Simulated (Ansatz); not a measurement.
Input and command of a plane-wave DFT calculation in Ansatz:

```yaml
crystal:
  lattice:
    - [5.6324246419, 0.0, 0.0]
    - [-2.816212321, 4.8778228248, 0.0]
    - [0.0, 0.0, 25.0485554625]
  atoms:
    - { symbol: Al, position: [0.3333333333, 0.1666666667, 0.3393409258] }
    - { symbol: Al, position: [0.3333333333, 0.6666666667, 0.3393409258] }
    - { symbol: Al, position: [0.8333333333, 0.1666666667, 0.3393409258] }
    - { symbol: Al, position: [0.8333333333, 0.6666666667, 0.3393409258] }
    - { symbol: Al, position: [0.6666666667, 0.3333333333, 0.4305368427] }
    - { symbol: Al, position: [0.6666666667, 0.8333333333, 0.4305368427] }
    - { symbol: Al, position: [0.1666666667, 0.3333333333, 0.4305368427] }
    - { symbol: Al, position: [0.1666666667, 0.8333333333, 0.4305368427] }
    - { symbol: Al, position: [0.0, 0.5, 0.5217029867] }
    - { symbol: Al, position: [0.0, 0.0, 0.5217029867] }
    - { symbol: Al, position: [0.5, 0.5, 0.5217029867] }
    - { symbol: Al, position: [0.5, 0.0, 0.5217029867] }
    - { symbol: H, position: [0.6666666667, 0.8333333333, 0.6143230982] }
    - { symbol: C, position: [0.6666666667, 0.8333333333, 0.6578385816] }
    - { symbol: H, position: [0.4644002421, 0.7840659292, 0.6721986912] }
    - { symbol: H, position: [0.7159340708, 0.6803343129, 0.6721986912] }
    - { symbol: H, position: [0.8196656871, 1.0355997579, 0.6721986912] }
basis:
  ecutwfc: 420
kpoints:
  mp_grid: { grid: [6, 6, 1] }
hamiltonian:
  xc: pbe
  dispersion: d3bj
scf:
  occupations: { method: gaussian, width: 0.1 }
output:
  forces: true
  eigenvalues: true
  write_density: true
  write_potential: true
  elf: true
  volumetric_format: npy
relax:
  adjacent_minimum: "off"
  f_tol: 0.03
  max_steps: 70
  constraints: [{ sites: [0, 1, 2, 3] }]
efield:
  axis: 3
  dipole_correction: true
  ramp_width: 0.04
```

```bash
ansatz run input.yaml --threads 4 --pin off --max-ram 10240MiB --backend cpu --events-out ev --progress --plain --runs-dir out
```

Processor: Arm Neoverse V1, 4 threads, on a host shared with other jobs.

Task: How long does it run, and how much memory does it take?

Result: About 42 s on 4 threads of Arm Neoverse V1, with other jobs on the host, peak memory 1.1 GiB. It solves 39 bands at 8 k points (the mesh reduced by symmetry) with about 13427 plane waves, in 35 SCF iterations over 5 ionic steps.
